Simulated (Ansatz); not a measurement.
Ag3Sb:
Space group Pmm2 (No. 25); a = 3.1777 Å, b = 4.6344 Å, c = 4.9483 Å, α = β = γ = 90.00°

| atom | site | symmetry | x | y | z |
|---|---|---|---|---|---|
| Sb | 1a | mm2 | 0.0000 | 0.0000 | 0.9907 |
| Ag | 1c | mm2 | 0.5000 | 0.0000 | 0.4945 |
| Ag | 1b | mm2 | 0.0000 | 0.5000 | 0.6395 |
| Ag | 1d | mm2 | 0.5000 | 0.5000 | 0.1586 |

Relaxed at zero pressure with LDA in the plane-wave PAW code Ansatz.

Q: The volume is raised by 9 % and shape and atoms relax at that volume. What pressure results, and how do the axes share the change?

A: -7.2 GPa; a 4.6 %, b 1.6 %, c 2.5 %; the energy rises by 40 meV/atom.

Q: Give the new structure.

A: 
Space group Pmm2 (No. 25); a = 3.323 Å, b = 4.711 Å, c = 5.074 Å, α = β = γ = 90.00°

```json
[
 {"atom": "Sb", "site": "1a", "symmetry": "mm2", "x": "0.0000", "y": "0.0000", "z": "0.9891"},
 {"atom": "Ag", "site": "1c", "symmetry": "mm2", "x": "0.5000", "y": "0.0000", "z": "0.4941"},
 {"atom": "Ag", "site": "1b", "symmetry": "mm2", "x": "0.0000", "y": "0.5000", "z": "0.6362"},
 {"atom": "Ag", "site": "1d", "symmetry": "mm2", "x": "0.5000", "y": "0.5000", "z": "0.1640"}
]
```

The phase is kept; no other phase was compared at this pressure.

The workflow started from an entry of the Crystallography Open Database (COD), which files this formula under 2 space groups. Whether it is the stable phase at ambient conditions was not checked. The LDA relaxation kept the symmetry of its start; of distortions, only those at the zone centre were tested. No spin polarisation was allowed. Scalar-relativistic: spin–orbit coupling is off unless named, which matters more the heavier the elements.

Potentials: the later of the program's two PAW sets.
